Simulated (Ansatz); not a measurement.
Consider the following.

SiO2 (alpha-cristobalite type, space group P4_12_12)

```xyz
12
Lattice="5.0848 0.0000 0.0000 0.0000 5.0848 0.0000 0.0000 0.0000 7.1008" Properties=species:S:1:pos:R:3 pbc="T T T"
Si     1.4936     1.4936     3.5504
Si     4.0360     1.0487     1.7752
Si     1.0487     4.0360     5.3256
Si     3.5911     3.5911     0.0000
O      1.2265     0.4742     4.7870
O      3.7689     2.0682     0.5386
O      1.3158     3.0165     4.0890
O      3.8582     4.6106     1.2366
O      4.6106     3.8582     5.8642
O      2.0682     3.7689     6.5622
O      3.0165     1.3158     3.0118
O      0.4742     1.2265     2.3138
```

A phonon eigenvector at Γ is frozen into this cell: atom i moves by Q times the vector below, so Q is the largest atomic displacement, in Å. The cell is held.

| atom | x | y | z |
|---|---|---|---|
| Si1 | -0.143 | 0.143 | 0.558 |
| Si2 | 0.143 | 0.143 | 0.558 |
| Si3 | -0.143 | -0.143 | 0.558 |
| Si4 | 0.143 | -0.143 | 0.558 |
| O5 | 0.106 | 0.865 | -0.490 |
| O6 | -0.106 | 0.865 | -0.490 |
| O7 | 0.106 | -0.865 | -0.490 |
| O8 | -0.106 | -0.865 | -0.490 |
| O9 | 0.865 | 0.106 | -0.490 |
| O10 | -0.865 | 0.106 | -0.490 |
| O11 | 0.865 | -0.106 | -0.490 |
| O12 | -0.865 | -0.106 | -0.490 |

These are PBE (plane waves to 420 eV, PAW, scalar-relativistic; Ansatz, a first-principles code) values and carry that method's errors. k mesh 5×5×4 (Γ-centred), Fermi-Dirac smearing 0.05 eV. The energy includes the smearing's −TS. SiO2 was relaxed with its symmetry unable to fall. The zero of ΔE is the undisplaced structure.

The scan covers Q from -0.180 to 0.180 Å in 13 points.

Task: Is this a single well or a double well?

Result: A single well with its minimum at or next to zero displacement.

Task: Which space group does the distorted structure have?

Result: P4_1 (No. 76), lowered from P4_12_12.

Task: Is the energy the same for equal positive and negative displacements?

Result: Even: the same for both signs.

Task: What is the energy change at Q = 0.180 Å?

Result: 12720 meV/cell.

Task: What harmonic wavenumber does the curvature at Q = 0 give?

Result: 1046 cm⁻¹.

(For displaced atoms, the force is minus the slope of the energy, and its curvature is a force constant, which sets phonon frequencies.)
